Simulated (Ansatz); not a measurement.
# Cs2YBr6Cl: input and output

Input file of Ansatz 0.2.0:

```yaml
crystal:
  lattice:
    - [0.0, 5.673534, 5.673534]
    - [5.673534, 0.0, 5.673534]
    - [5.673534, 5.673534, 0.0]
  atoms:
    - { symbol: Cl, position: [0.5, 0.5, 0.5] }
    - { symbol: Br, position: [0.7554, 0.2446, 0.2446] }
    - { symbol: Br, position: [0.2446, 0.7554, 0.2446] }
    - { symbol: Br, position: [0.2446, 0.7554, 0.7554] }
    - { symbol: Br, position: [0.7554, 0.2446, 0.7554] }
    - { symbol: Br, position: [0.2446, 0.2446, 0.7554] }
    - { symbol: Br, position: [0.7554, 0.7554, 0.2446] }
    - { symbol: "Y", position: [0.0, 0.0, 0.0] }
    - { symbol: Cs, position: [0.25, 0.25, 0.25] }
    - { symbol: Cs, position: [0.75, 0.75, 0.75] }
  symmetry: { tolerance: 0.0003 }
kpoints:
  mp_grid: { grid: [5, 5, 5], shift: [0, 0, 0] }
  band_path:
    path:
      - [0.0, 0.0, 0.0]
      - [0.5, 0.0, 0.5]
      - [0.625, 0.25, 0.625]
      - [0.375, 0.375, 0.75]
      - [0.0, 0.0, 0.0]
      - [0.5, 0.5, 0.5]
      - [0.5, 0.25, 0.75]
      - [0.5, 0.0, 0.5]
    npoints: 8
magnetization:
  spin_polarized: false
scf:
  occupations: { method: fermi_dirac }
  lower_state_search: "off"
  max_iter: 200
hamiltonian:
  pseudopotentials: { kind: paw }
  xc: pbe
basis:
  ecutwfc: 420
  fft_grid_basis: typed
output:
  forces: true
  stress: true
  eigenvalues: true
  bader: true
  populations: true
  elf: true
  write_potential: true
  volumetric_format: npy
  dos:
    e_range: [-12, 8]
    de: 0.05
    projected: { site_lists: { Br: [Br], Cl: [Cl], Cs: [Cs], "Y": ["Y"] } }
checkpoint:
  read: saved_state
```

The run starts from an earlier solution of this cell. 

Parts of the output:

```
Pseudopotentials: kind: paw
Pseudopotential: Cl, paw, valence charge 7, recommended cutoff 420 eV (normal), Cl.paw.azcp
Pseudopotential: Br, paw, valence charge 7, recommended cutoff 420 eV (normal), Br.paw.azcp
Pseudopotential: Y, paw, valence charge 11, recommended cutoff 420 eV (normal), Y.paw.azcp
Pseudopotential: Cs, paw, valence charge 9, recommended cutoff 420 eV (normal), Cs.paw.azcp
Functional definition: PBE
  exchange = pbe_x(kappa = kappa, mu = beta*pi^2/3)
  correlation = pbe_c(beta = beta)
Crystal: 10 atoms, lattice volume = 365.251 Å³
Basis set: ecut = 420 eV, 7119 PW (Γ), exchange–correlation on 108×108×108 points (8 copies of the dense FFT grid, shifted against one another)
Bands: 49, of which v1, the nominal top of the filled ones, is band 39 counted from 1 (38 counted from 0)
Symmetry: 48 space group operations
Space group: Fm-3m (ITA 225), of the structure as read, at distance tolerance 2.1e-3 Å
k-points: 10 of 125
Initial density: read from a saved state, or passed on in memory by an earlier SCF of this step, an earlier step, the calling program or the single point that the run made first
Functional: x = pbe(κ = 0.804, μ = 0.2195), c = pbe(β = 0.0667)
SCF iter   1: F=—  Δρ=1.92e-4  dr2=1.32e-4
SCF iter   2: F=—  Δρ=7.58e-5  dr2=3.35e-5
SCF iter   3: F=—  Δρ=2.11e-5  dr2=2.32e-6
SCF iter   4: F=—  Δρ=7.03e-6  dr2=2.59e-7
SCF iter   5: F=-32982.1510 eV  Δρ=2.37e-6  dr2=3.66e-8
Free energy (F): -32982.1510 eV
Harris-Foulkes:  -32982.1510 eV  (|F-HF|=2.31e-8)
Internal energy: -32981.9076 eV  (E = F + TS)
E sigma→0 (E₀):  -32982.0293 eV
Entropy (-TS):   -0.2433 eV (-24.331 meV/atom)
Fermi energy:    2.8825 eV
--- Forces (eV/Å), atoms counted from 1 ---
  atom   1  Cl     0.0000     0.0000     0.0000
  atom   2  Br    -0.3422     0.0000     0.0000
  atom   3  Br     0.0000    -0.3422     0.0000
  atom   4  Br     0.3422     0.0000     0.0000
  atom   5  Br     0.0000     0.3422     0.0000
  atom   6  Br     0.0000     0.0000    -0.3422
  atom   7  Br     0.0000     0.0000     0.3422
  atom   8  Y      0.0000     0.0000     0.0000
  atom   9  Cs     0.0000     0.0000     0.0000
  atom  10  Cs     0.0000     0.0000     0.0000
--- Stress (GPa, compression-positive) ---
        1.4674       0.0000       0.0000
        0.0000       1.4674       0.0000
        0.0000       0.0000       1.4674
  P = ⅓ Tr σ = 1.4674 GPa (14.674 kbar)
--- Bader charges: 10 sites ---
  site symbol  charge [e]  shift [e]
     0     Cl     -0.1398     0.0000
     1     Br     -0.5879     0.0000
     2     Br     -0.5879     0.0000
     3     Br     -0.5879     0.0000
     4     Br     -0.5879     0.0000
     5     Br     -0.5879     0.0000
     6     Br     -0.5879     0.0000
     7      Y      1.9269     0.0000
     8     Cs      0.8701     0.0000
     9     Cs      0.8701     0.0000
```

Total energies depend on the potentials used, so only differences within one code and one set of settings carry meaning.

Origin: a known structure type with other elements, at an estimated volume, so it need not be a known compound. Caveats: many states at the Fermi level without spin polarisation, so a magnetic state may lie lower.
